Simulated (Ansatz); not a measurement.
The calculation used Ansatz 0.2.0, DFT PBE, scalar-relativistic, plane waves, PAW. Settings: cutoff 420 eV, Γ-centred meshes spaced at most about 0.3 Å⁻¹, and about 0.25 Å⁻¹ or finer for metals (2π included), Gaussian smearing. No spin polarisation in the final relaxations.

Temperature and zero-point effects are left out.

Two forms of In4Sb were relaxed alike.

A.

```
In Sb
1.0
     5.52187    0.00000    0.00000
     0.00000    5.52187    0.00000
     0.00000    0.00000    5.52187
In Sb
4 1
Direct
  0.30226 0.30226 0.30226
  0.69774 0.69774 0.30226
  0.30226 0.69774 0.69774
  0.69774 0.30226 0.69774
  0.00000 0.00000 0.00000
```

B.

```
In Sb
1.0
    -3.54498    3.54498    3.54498
     3.54498   -3.54498    3.54498
     3.54498    3.54498   -3.54498
In Sb
4 1
Direct
  0.50000 0.50000 0.50000
  0.50000 0.00000 0.00000
  0.00000 0.00000 0.50000
  0.00000 0.50000 0.00000
  0.00000 0.00000 0.00000
```

Question: Which form is favoured at zero pressure, and by what margin per atom?

Answer: A is lower, by 91 meV/atom. A has space group P-43m (No. 215), 33.7 Å³/atom and no gap on its mesh; B has space group Im-3m (No. 229), 35.6 Å³/atom and no gap. Counting In atoms around Sb (those within 1.25 times the shortest such distance or 1.15 times the sum of covalent radii), A has Sb 4 and B has Sb 8. The denser one is the lower, and pressure would at first widen the difference. Even the lower one lies +0.19 eV/atom against the reference forms of the elements (uncorrected), so neither is stable at this level. Both come from invented guesses. A third cell relaxed alike, in Cmmm, lies 98 meV/atom below the lower of the two.

These runs have no spin–orbit coupling, which can matter for Sb. Cells relaxed within their symmetry can be saddle points.
